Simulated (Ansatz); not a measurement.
## Coordination and ⁷Li quadrupole coupling in Li8TeO6

Cell: a Materials Project structure (computed, not necessarily an observed phase) whose atoms were relaxed with PBE, the cell held.

```cif
data_structure
_symmetry_space_group_name_H-M 'P 1'
_symmetry_Int_Tables_number 1
_cell_length_a 6.2254
_cell_length_b 6.2254
_cell_length_c 6.2254
_cell_angle_alpha 53.534
_cell_angle_beta 53.534
_cell_angle_gamma 53.534
_cell_volume 144.79
loop_
_atom_site_label
_atom_site_type_symbol
_atom_site_fract_x
_atom_site_fract_y
_atom_site_fract_z
_atom_site_occupancy
Li1 Li 0.89886 0.23007 0.50817 1
Li2 Li 0.49183 0.10114 0.76993 1
Li3 Li 0.76993 0.49183 0.10114 1
Li4 Li 0.35037 0.35037 0.35037 1
Li5 Li 0.64963 0.64963 0.64963 1
Li6 Li 0.23007 0.50817 0.89886 1
Li7 Li 0.50817 0.89886 0.23007 1
Li8 Li 0.10114 0.76993 0.49183 1
Te9 Te 0.00000 0.00000 0.00000 1
O10 O 0.75931 0.09869 0.39469 1
O11 O 0.60531 0.24069 0.90131 1
O12 O 0.90131 0.60531 0.24069 1
O13 O 0.09869 0.39469 0.75931 1
O14 O 0.39469 0.75931 0.09869 1
O15 O 0.24069 0.90131 0.60531 1
```

Atom numbers follow the list; atoms alike are taken as one site, whose name carries the number of the first.

Computed with Ansatz: DFT, PBE, plane waves and PAW, scalar-relativistic, 420 eV cutoff, Γ-centred 5×5×5 k-points, Fermi–Dirac smearing 0.02 eV.

Q(⁷Li) = -40.10 mb.

(1) Order the Li environments from the weakest to the strongest quadrupole coupling.
A. Li1: 4 O at 1.90–2.05 Å; also 1 O at 3.28 Å
B. Li4: 6 O at 2.14–2.55 Å; also 6 Li at 2.51–2.79 Å

Results:

(1) B (0.074 MHz, η = 0.00), A (0.105 MHz, η = 0.65).

An axis of threefold or higher order runs through Li4, so V_zz lies along it and η is zero. Like point charges on the first shell alone (each adding as 1/d³) would give the same order.

With these PAW files V_zz is typically within 2 to 3 % of all-electron values, but misses above 10 % occur on Li.
